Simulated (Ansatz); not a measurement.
Mg$_{2}$Ge (anti-fluorite)

```yaml
crystal:
  lattice:
    - [0.00000, 3.21062, 3.21062]
    - [3.21062, 0.00000, 3.21062]
    - [3.21062, 3.21062, 0.00000]
  atoms:
    - { symbol: Ge, position: [0.00000, 0.00000, 0.00000] }
    - { symbol: Mg, position: [0.25000, 0.25000, 0.25000] }
    - { symbol: Mg, position: [0.75000, 0.75000, 0.75000] }
```

The volume is varied about the relaxed value V₀ at fixed cell shape. Symmetry pins the atoms to their sites.

Calculation: PBE (plane waves to 420 eV, PAW, scalar-relativistic; Ansatz, an electronic-structure program). k mesh 9×9×9 (Γ-centred), Fermi-Dirac smearing 0.05 eV. Energies are smeared free energies. Compression counts positive. Mg2Ge was relaxed with its symmetry unable to fall. The zero of ΔE is the relaxed starting cell.

| V (Å³/atom) | ΔE (meV/atom) |
|---|---|
| 20.740 | 13.7 |
| 20.960 | 9.3 |
| 21.181 | 5.9 |
| 21.402 | 3.2 |
| 21.622 | 1.4 |
| 21.843 | 0.3 |
| 22.064 | 0.0 |
| 22.284 | 0.3 |
| 22.505 | 1.3 |
| 22.726 | 2.9 |
| 22.946 | 5.1 |
| 23.167 | 7.9 |
| 23.387 | withheld |

Problem. Fit a third-order Birch-Murnaghan form (E₀, V₀, B₀, B₀′ free) to the given rows and predict ΔE at V = 23.387.

Solution. Least squares on the 12 given rows: ΔE = E₀ + (9V₀B₀/16)·y²·[2 + (B₀′ − 4)y], y = (V₀/V)^(2/3) − 1, with V₀ = 22.064 Å³/atom, B₀ = 49.92 GPa (160.2 GPa = 1 eV/Å³; the term in eV is multiplied by 1000), B₀′ = 3.99, E₀ = -0.03 meV/atom; root-mean-square residual 0.02 meV/atom. At 23.387 the fit gives 11.2 meV/atom; the calculation gives 11.1 meV/atom, so the extrapolation is off by 0.1 (+0.9 %). For the pressure the fit gives -2.59 GPa against the computed -2.56 GPa.

(A scan under strain: stresses follow from slopes of the energy per volume, elastic moduli from its curvatures.)
